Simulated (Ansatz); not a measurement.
# Coordination and 33S quadrupole coupling in Mg₂Sc₃TiS₈

Cell: a Materials Project structure (computed, not necessarily an observed phase), taken as it stands.

Space group R-3m:H (No. 166); a = 7.5394, c = 18.1989 Å, γ = 120.00°.

```
site  Wyckoff  site symmetry       x       y       z
  Mg       6c             3m  0.0000  0.0000  0.1247
  Sc       9e           .2/m  0.6667  0.8333  0.3333
  Ti       3b            -3m  0.0000  0.0000  0.5000
  S7      18h             .m  0.3080  0.1540  0.4172
  S9       6c             3m  0.0000  0.0000  0.7418
```

One atom of each set is listed; the run and its k-mesh use a cell of 14 atoms with edges of 7.47, 7.47, 7.47 Å.

Computed with Ansatz: DFT, r2SCAN, plane waves and PAW, scalar-relativistic, collinear spin, 500 eV cutoff, Γ-centred 6×6×6 k-points, Fermi–Dirac smearing 0.05 eV. Start moments as typed (μB): 1 on each Ti, none on the rest.

Q(33S) = -69.40 mb.

Problem. Rank these S sites by |C_Q|, smallest first.
A. S7: 1 Mg at 2.46 Å, 1 Ti at 2.51 Å, 2 Sc at 2.60 Å
B. S9: 1 Mg at 2.43 Å, 3 Sc at 2.57 Å

Solution. B (2.10 MHz, η = 0.00), A (2.74 MHz, η = 0.21).

An axis of threefold or higher order runs through S9, so V_zz lies along it and η is zero.

The program didn't check the stability of this electronic state in full, so a lower one may lie near. With a gap of 0.18 eV under a smearing of 0.05 eV the band edges are partly filled, so small gradients can hang on the smearing and the k-mesh. All moments are parallel here, as the start or the cell imposes; many such compounds order antiparallel, where fields and spin densities carried over to other atoms largely cancel. The magnetic order is the one that the run reached from its start moments, not necessarily the measured one.
